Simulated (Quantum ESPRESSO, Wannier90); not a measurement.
# ZnTe (zinc blende), plane waves to Wannier functions

```xyz
2
Lattice="0.0000 3.0556 3.0556 3.0556 0.0000 3.0556 3.0556 3.0556 0.0000" Properties=species:S:1:pos:R:3 pbc="T T T"
Zn     3.0556     3.0556     3.0556
Te    -1.5278    -1.5278    -1.5278
```

Cell from Materials Project (mp-2176), symmetrised, no further relaxation. COD (Crystallography Open Database) has the formula in 3 space groups, this one among them (matched by group alone). Method: PBEsol plane waves in Quantum ESPRESSO 7.5 (PseudoDojo norm-conserving files, 68 Ry, no spin polarisation, no spin-orbit coupling), Bloch states on a 10×10×10 mesh through Γ, Wannier90 4.0.1. Density: 10×10×10 mesh, cold smearing 0.01 Ry. Spin-orbit coupling is left out although heavy elements are present.

A tight-binding model is made by disentanglement and projection with no localisation steps (num_iter = 0), so the 8 orbitals stay atom-like: hydrogen-like Zn: s;p; Te: s;p, axes along x, y, z; frozen window up to 2.63 eV relative to the valence-band maximum. It follows pw.x to 2.4 meV rms for states up to 2.1 eV relative to the valence-band maximum. Matrix elements depend on this choice of orbitals and windows. Bands 11–15 (Zn 3d 97 %) lie between the kept ones and are excluded.

Question: What are the on-site energies relative to the valence-band maximum, and how fast do the hoppings decay?

Answer: 
```
atom  orbitals  energy (eV)
----  --------  -----------
Zn1          s        -0.90
Zn1   pz px py         4.26
Te2          s        -8.79
Te2   pz px py         0.51
```

```tsv
distance of the centres (Å)	largest modulus (eV)
2–3	1.4
4–5	0.40
5–6	0.047
6–7	0.073
7–8	0.027
8–9	0.021
9–10	0.0072
10–11	0.0076
11–12	0.0033
12–13	0.0052
```
